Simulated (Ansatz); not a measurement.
K3BAs2:
```
K3BAs2
1.0
    4.79206     4.53498     0.00000
   -4.79206     4.53498     0.00000
   -3.39718     0.00000     8.57473
K B As
6 2 4
Cartesian
 -6.18675   5.01780   8.41480
  2.78957   4.05216   0.15993
  1.09098   5.01780   4.44729
 -4.48816   4.05216   4.12744
 -2.54789   5.86595   6.43105
 -0.84930   3.20401   2.14368
 -0.84930   6.50100   2.14368
 -2.54789   2.56896   6.43105
 -2.47756   6.54675   3.05705
 -0.91962   2.52321   5.51768
  0.77897   6.54675   1.23032
 -4.17615   2.52321   7.34441
```

Relaxed with r²SCAN.

**Question.** Map the valence electron density (e/Å³), cut off at 0.4 on the plane through (0.647, 0.647, 0.750) spanned by u = [0, 0, 1] and v = [1, 1, 0] in lattice vectors, from the program Ansatz at the r²SCAN level (PAW).

**Answer.** x is the fraction of u, y of v (the angle between them is 90°; rows are the nearest grid lines); atoms in the plane: K at (0.00, 0.00), K at (0.50, 0.71), B at (0.50, 0.07), B at (0.00, 0.64).
```
|@@@@@=....:--=+*#@@@@@@#*+=--:....=@@@@@|
|@@@@@-.   ...:::---==---:::...   .-@@@@@|
|@@@@=.     ......::::::......     .=@@@@|
|+=-..             ....             ..-=+|
|...             .:=**=:.             ...|
|:::::.....     :+@@@@@@+:     .....:::::|
|===---:::...  .-@@@@@@@@-.  ...:::---===|
|@@@@%*+==-:....=@@@@@@@@=....:-==+*%@@@@|
|#@@@@@%#+=-:...:#@@@@@@#:...:-=+#%@@@@@#|
|@@@@@@%*+=-:..  .-#@@#-.  ..:-=+*%@@@@@@|
|@@@@@#*+=-:..    .:--:.    ..:-=+*#@@@@@|
|++===---::..                ..::---===++|
|..........                    ..........|
|                                        |
|                                        |
|                                        |
|                                        |
|             ..............             |
|           ..................           |
|         ..::--==++++++==--::..         |
|+=-.    .::-+**%@@@@@@@@%**+-::.    .-=+|
|@@@@=....:-=*#%@@@@@@@@@@%#*=-:....=@@@@|
|@@@@@-...:-=+#%@@@@@@@@@@%#+=-:...-@@@@@|
|@@@@@=....:--=+*#@@@@@@#*+=--:....=@@@@@|
```
Scale: ten equal steps from 0.004 (start of ' ') to 0.400 (end of '@'), in the order ' .:-=+*#%@'; x runs from 0.000 to 1.00, y from 0.000 (bottom) to 1.00 (top).

The density is the valence pseudo-density with augmentation charge, so density and ELF within about 1 Å of a nucleus are not all-electron values.

Space group C2/c. The first step of the workflow began from a Materials Project structure, measured or hypothetical; the Crystallography Open Database copy checked does not list it. Its standing as an ambient phase is unchecked. The r²SCAN relaxation kept the symmetry of its start; its stability against distortions is not shown here.

Potentials: the later of the program's two PAW sets.
